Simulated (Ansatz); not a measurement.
CsPbCl3 (cubic perovskite)

```
CELL_PARAMETERS angstrom
      5.67350     0.00000     0.00000
      0.00000     5.67350     0.00000
      0.00000     0.00000     5.67350
ATOMIC_POSITIONS crystal
  Cs 0.00000 0.00000 0.00000
  Pb 0.50000 0.50000 0.50000
  Cl 0.00000 0.50000 0.50000
  Cl 0.50000 0.50000 0.00000
  Cl 0.50000 0.00000 0.50000
```

The slice is a {100} plane (indices of the conventional cell) through the point (0.000, 0.500, 0.500) (fractional), spanned by u = [100] and v = [010] in vectors of this cell: u (5.67 Å) and v (5.67 Å, at 90° to u). It covers one period; positions are fractions (u, v).

Computed with r2SCAN (plane waves to 500 eV, PAW, scalar-relativistic; Ansatz, an electronic-structure program). k mesh 6×6×6. These are valence fields of a PAW run, semicore shells included where kept as valence: close to a nucleus they are smooth pseudo fields. CsPbCl3 was relaxed with its symmetry unable to fall. Spin-orbit coupling is left out, though Pb is heavy. This is a high-temperature form of CsPbCl3.

Three fields on this plane, each scaled to ten steps between its own extremes (0 low, 9 high; the total valence density on a logarithmic scale, the potential cut 8 eV below its top; x marks points blanked near nuclei; v = 0 in the bottom row):

Map A
```
|xxxx430xxxxxxx034xxx|
|xxx26500xxxxx00562xx|
|xx3676300xxx0036763x|
|67888763000003678887|
|99999876533356789999|
|99999987643467899999|
|999999862xxx26899999|
|99999983xxxxx3899999|
|9999997xxxxxxx799999|
|9999996xxxxxxx699999|
|9999997xxxxxxx799999|
|99999983xxxxx3899999|
|999999862xxx26899999|
|99999987643467899999|
|99999876533356789999|
|67888763000003678887|
|xx3676300xxx0036763x|
|xxx26500xxxxx00562xx|
|xxxx430xxxxxxx034xxx|
|xxxx330xxxxxxx033xxx|
```

Map B
```
|xxxx888xxxxxxx888xxx|
|xxx98789xxxxx98789xx|
|xx9876789xxx9876789x|
|88765557889887555678|
|66554456788876544556|
|44433457889887543344|
|222235689xxx98653222|
|11124579xxxxx9754211|
|0012468xxxxxxx864210|
|0012468xxxxxxx864210|
|0012468xxxxxxx864210|
|11124579xxxxx9754211|
|222235689xxx98653222|
|44433457889887543344|
|66554456788876544556|
|88765557889887555678|
|xx9876789xxx9876789x|
|xxx98789xxxxx98789xx|
|xxxx888xxxxxxx888xxx|
|xxxx989xxxxxxx989xxx|
```

Map C
```
|xxxx623xxxxxxx326xxx|
|xxx95124xxxxx42159xx|
|xx9841134xxx4311489x|
|99861001233321001689|
|87520001122211000257|
|43100014567654100013|
|000002689xxx98620000|
|00001589xxxxx9851000|
|0000379xxxxxxx973000|
|0000489xxxxxxx984000|
|0000379xxxxxxx973000|
|00001589xxxxx9851000|
|000002689xxx98620000|
|43100014567654100013|
|87520001122211000257|
|99861001233321001689|
|xx9841134xxx4311489x|
|xxx95124xxxxx42159xx|
|xxxx623xxxxxxx326xxx|
|xxxx723xxxxxxx327xxx|
```

Assign the maps to these fields: electron localisation function (ELF); valence electron density; electrostatic potential energy of an electron, from the cell's mean.

A is the electrostatic potential energy of an electron, from the cell's mean; B is the valence electron density; C is the electron localisation function (ELF).
